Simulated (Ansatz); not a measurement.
Relaxed-ion elastic tensor of Ca (body-centred tetragonal, I4/mmm) in GPa (Voigt order), PBEsol (plane waves, PAW; program Ansatz); density 1.65 g/cm³, 40.39 Å³ per atom.

|  | 1 | 2 | 3 | 4 | 5 | 6 |
|---|---|---|---|---|---|---|
| 1 | 16.9 | 20.4 | 15.3 | 0.0 | 0.0 | 0.0 |
| 2 | 20.4 | 16.9 | 15.3 | 0.0 | 0.0 | 0.0 |
| 3 | 15.3 | 15.3 | 23.2 | 0.0 | 0.0 | 0.0 |
| 4 | 0.0 | 0.0 | 0.0 | 14.9 | 0.0 | 0.0 |
| 5 | 0.0 | 0.0 | 0.0 | 0.0 | 14.9 | 0.0 |
| 6 | 0.0 | 0.0 | 0.0 | 0.0 | 0.0 | 18.8 |

Q: Is the crystal mechanically stable?

A: No: the smallest eigenvalue of C is -3.4 GPa.

The first step of the workflow began from a Materials Project structure, measured or hypothetical; the Crystallography Open Database copy checked does not list it. It is not the phase usual at ambient conditions (space group No. 225). Symmetry was held in the PBEsol relaxation. At this level the phase is mechanically unstable. As this level gives no gap, shear constants depend on the k-mesh and smearing (Fermi–Dirac, 0.1 eV here).

Potentials: the earlier of the program's two PAW sets.
